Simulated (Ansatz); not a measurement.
**Cs (diamond type) under strong compression**

```
Cs
1.0
     0.00000    5.36639    5.36639
     5.36639    0.00000    5.36639
     5.36639    5.36639    0.00000
Cs
2
Direct
  0.87500 0.87500 0.87500
  0.12500 0.12500 0.12500
```

The cell comes from a relaxation on PAW files under the same functional, begun from a prototype that needn't be the stable phase.

Its volume is scaled at fixed shape and fractional positions.

All numbers are LDA results (scalar-relativistic) from Ansatz 0.2.0, with a Γ-centred 7×7×7 k mesh, Fermi–Dirac smearing of 0.08 eV, no spin polarisation. Methods: LAPW: all electrons, basis error target 1 meV/atom; PAW: frozen-core files, cutoff 420 eV; crystal datasets: all electrons, by PAW datasets that the program makes for each cell; norm-conserving: pseudopotentials, cutoff 653 eV.

Energies are extrapolated to zero smearing and count from the unscaled cell; pressure is positive in compression; gaps take the mesh and a band path. No temperature or zero-point motion is included.

Spin–orbit coupling is left out, which matters for the heavy atoms. The PAW files were made under PBE.

```tsv
V/V0	V (Å³/atom)	P LAPW (GPa)	ΔE LAPW (eV/atom)	P PAW − LAPW (GPa)	ΔE PAW − LAPW (meV/atom)
1.00	154.54	0.01	0.000	0.00	0.0
0.88	136.00	0.14	0.010	0.00	0.0
0.78	120.54	?	0.032	0.00	0.0
0.68	105.09	0.40	0.067	0.00	0.0
0.58	89.63	0.56	0.116	0.00	0.0
0.50	77.27	0.82	0.171	0.00	0.0
0.43	66.45	1.56	0.248	0.00	0.0
```

**Question.** Fill in "P LAPW (GPa)" for the row "0.78".

**Answer.** 0.27.

**Question.** From the table, what is the rise of the enthalpy H = E + pV up to the last row, and how stiff is the crystal between the last two rows?

**Answer.** ΔH = 0.248 eV + (1.56 GPa × 66.45 Å³ − 0.01 GPa × 154.54 Å³) × 0.006242 eV/(GPa·Å³) = 0.88 eV/atom, of which pV makes 72 %. The mean bulk modulus there is −ΔP/Δln V = 4.87 GPa.

**Question.** At the smallest volume, how far do crystal datasets and norm-conserving lie from LAPW in pressure?

**Answer.** crystal datasets: 0.00 GPa; norm-conserving: -0.01 GPa, on a LAPW pressure of 1.56 GPa.
